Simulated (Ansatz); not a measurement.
Relaxation of a generated cell, TiC placed in the FeSi structure type; 8 atoms in the cell, which starts as P2₁3 (No. 198), cP8; a = b = c = 4.287 Å, α = β = γ = 90.00°. Method: PBE (plane waves to 420 eV, PAW, scalar-relativistic; Ansatz, a quantum-chemistry and plane-wave program). Γ-centred k-mesh 6×6×6 on the run's cell (coarser than for final values), Fermi–Dirac smearing 0.05 eV. This is the first round of the run. 

The optimiser's lines from the output (shortened; P is positive under compression):

```
relax step   1: F+E_penalty+E_count = -10999.48054480 eV  Δ(F+E_penalty+E_count) = +0.000e0 eV  max|allowed force component| = 4.888e-1 eV/Å  Δτ_max = 0.0000 Å  P = +11.168 GPa  Ω = 78.808 Å³  (8 SCF iters, dr2 threshold 1.00e-7 eV, accepted)
relax step   2: F+E_penalty+E_count = -10999.73049052 eV  Δ(F+E_penalty+E_count) = -2.499e-1 eV  max|allowed force component| = 3.779e-1 eV/Å  Δτ_max = 0.0368 Å  P = +1.635 GPa  Ω = 82.144 Å³  (6 SCF iters, dr2 threshold 8.00e-7 eV, accepted)
relax step   3: F+E_penalty+E_count = -10999.99668883 eV  Δ(F+E_penalty+E_count) = -2.662e-1 eV  max|allowed force component| = 4.021e-1 eV/Å  Δτ_max = 0.0686 Å  P = -1.763 GPa  Ω = 83.736 Å³  (6 SCF iters, dr2 threshold 8.00e-7 eV, accepted)
relax step   4: F+E_penalty+E_count = -11001.60473575 eV  Δ(F+E_penalty+E_count) = -1.608e0 eV  max|allowed force component| = 1.227e0 eV/Å  Δτ_max = 0.1934 Å  P = -2.188 GPa  Ω = 85.580 Å³  (6 SCF iters, dr2 threshold 8.00e-7 eV, accepted)
relax step   5: F+E_penalty+E_count = -11004.73642803 eV  Δ(F+E_penalty+E_count) = -3.132e0 eV  max|allowed force component| = 1.849e0 eV/Å  Δτ_max = 0.1942 Å  P = -2.534 GPa  Ω = 86.188 Å³  (6 SCF iters, dr2 threshold 8.00e-7 eV, accepted)
relax step   6: F+E_penalty+E_count = -11007.66968858 eV  Δ(F+E_penalty+E_count) = -2.933e0 eV  max|allowed force component| = 1.567e0 eV/Å  Δτ_max = 0.1934 Å  P = -4.754 GPa  Ω = 85.836 Å³  (6 SCF iters, dr2 threshold 8.00e-7 eV, accepted)
relax step   7: F+E_penalty+E_count = -11008.77995440 eV  Δ(F+E_penalty+E_count) = -1.110e0 eV  max|allowed force component| = 7.729e-1 eV/Å  Δτ_max = 0.1947 Å  P = +0.976 GPa  Ω = 81.787 Å³  (6 SCF iters, dr2 threshold 8.00e-7 eV, accepted)
relax step   8: F+E_penalty+E_count = -11009.12585361 eV  Δ(F+E_penalty+E_count) = -3.459e-1 eV  max|allowed force component| = 7.728e-3 eV/Å  Δτ_max = 0.1097 Å  P = -1.876 GPa  Ω = 81.903 Å³  (6 SCF iters, dr2 threshold 8.00e-7 eV, accepted)
relax step   9: F+E_penalty+E_count = -11009.12807136 eV  Δ(F+E_penalty+E_count) = -2.218e-3 eV  max|allowed force component| = 1.273e-3 eV/Å  Δτ_max = 0.0009 Å  P = +1.741 GPa  Ω = 80.735 Å³  (6 SCF iters, dr2 threshold 8.00e-7 eV, accepted)
relax step  10: F+E_penalty+E_count = -11009.13027839 eV  Δ(F+E_penalty+E_count) = -2.207e-3 eV  max|allowed force component| = 2.677e-4 eV/Å  Δτ_max = 0.0001 Å  P = -0.092 GPa  Ω = 81.316 Å³  (6 SCF iters, dr2 threshold 8.00e-7 eV, accepted)
relax step  11: F+E_penalty+E_count = -11009.13032547 eV  Δ(F+E_penalty+E_count) = -4.707e-5 eV  max|allowed force component| = 1.935e-5 eV/Å  Δτ_max = 0.0000 Å  P = -0.001 GPa  Ω = 81.287 Å³  (6 SCF iters, dr2 threshold 2.10e-8 eV, accepted)
relax step  12: F+E_penalty+E_count = -11009.13463559 eV  Δ(F+E_penalty+E_count) = -4.310e-3 eV  max|allowed force component| = 1.991e-5 eV/Å  Δτ_max = 0.0000 Å  P = +0.070 GPa  Ω = 81.287 Å³  stress off target by 6.97e-2 GPa  SCF on the basis re-selected at this cell (its energy is not comparable with the rows above)  (6 SCF iters)
relax step  13: F+E_penalty+E_count = -11009.13460757 eV  Δ(F+E_penalty+E_count) = +2.802e-5 eV  max|allowed force component| = 1.174e-5 eV/Å  Δτ_max = 0.0000 Å  P = +0.000 GPa  Ω = 81.309 Å³  (6 SCF iters, dr2 threshold 1.21e-8 eV, accepted)
relax step  14: F+E_penalty+E_count = -11009.13460757 eV  Δ(F+E_penalty+E_count) = +5.457e-12 eV  max|allowed force component| = 1.173e-5 eV/Å  Δτ_max = 0.0000 Å  P = +0.001 GPa  Ω = 81.309 Å³  stress off target by 5.12e-4 GPa  SCF on the basis re-selected at this cell (its energy is not comparable with the rows above)  (9 SCF iters)
```

From the first to the last row the energy changes by -1.21 eV/atom and the volume by +3.2 %. The last row is marked as not comparable with the walk above it, whose basis was carried along; it does compare with step 1, since both stand on a basis selected at the nominal cutoff for their own cell.

Later rounds, restarted from the end of this one on a renewed k-mesh, logged 3 more steps and released under 0.01 eV/atom more. The final structure after all rounds: Fm-3m (No. 225), cF8, rock salt type; a = 4.3326 Å, b = 4.3326 Å, c = 4.3326 Å, α = 90.00°, β = 90.00°, γ = 90.00°. Between re-selections the logged energies stand on a plane-wave basis carried along with the cell. No spin polarisation in the result.

The run could not lose the symmetry of its start; a randomly shaken copy of 4 atoms returns to this structure.
